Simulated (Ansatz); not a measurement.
Computed properties of RuW

RuW:
```
CELL_PARAMETERS angstrom
      2.77076     0.00000     0.00000
      0.00000     2.77076     0.00000
      0.00000     0.00000     3.78989
ATOMIC_POSITIONS crystal
  Ru 0.50000 0.50000 0.50000
  W  0.00000 0.00000 0.00000
```

Space group P4/mmm (No. 123), L1₀ or tetragonal B2; conventional cell a = b = 2.771 Å, c = 3.790 Å, α = β = γ = 90.00°.

Method: DFT-PBEsol in the program Ansatz with PAW potentials. The cell and atoms are relaxed at this level. Other levels are named where they apply.

Cell and energy:

```yaml
volume_per_atom: 14.55 Å³
density: 16.26 g/cm³
Formation energy from the elements (no fitted shifts): 0.056 eV/atom
```

Electronic structure:

```yaml
electronic_character: metallic (no gap)
Density of states at the Fermi level: 0.98 states/eV per atom (mean over ±0.08 eV)
Gap with spin–orbit coupling: none (metallic)
```

Mechanics:

```yaml
Bulk modulus (Birch–Murnaghan fit): 329 GPa
Pressure derivative B′: 4.4
Elastic constants (relaxed ions, GPa): C11 = 565, C12 = 146, C13 = 268, C33 = 464, C44 = 170, C66 = 83.3
mechanical_stability: stable (all eigenvalues of C positive)
hill_bulk_and_shear_moduli: 329 and 137 GPa
Young's modulus: 360 GPa
Poisson's ratio: 0.32
debye_temperature_from_the_elastic_constants: 396 K
```

Phonons:

```yaml
highest_zone_centre_frequency: 211 cm^-1
zone_centre_stability: no imaginary mode at Γ
```

A made-up cell: these elements were put on the sites of a structure type; neither database checked (COD, Materials Project) lists it. Its standing as an ambient phase is unchecked. Symmetry was held in the PBEsol relaxation. The run is not spin-polarised. As this level gives no gap, shear constants depend on the k-mesh and smearing (Fermi–Dirac, 0.1 eV here). As this level gives no gap, phonon frequencies hold no LO–TO term and depend on the k-mesh and smearing (Fermi–Dirac, 0.1 eV here). Axis ratios of metals converge slowly with the k-mesh, so a and c are less sure than the volume. On the denser mesh and wider smearing of the elastic run this cell carries a stress of 0.8 GPa. The references are the lowest solids computed at this level, not always the standard phases. Scalar-relativistic: spin–orbit coupling is off unless named, which matters more the heavier the elements.

Potentials: the earlier of the program's two PAW sets. The files were generated under PBE; for other functionals the program regenerates the frozen cores, and for LDA and PBEsol the local potential too.
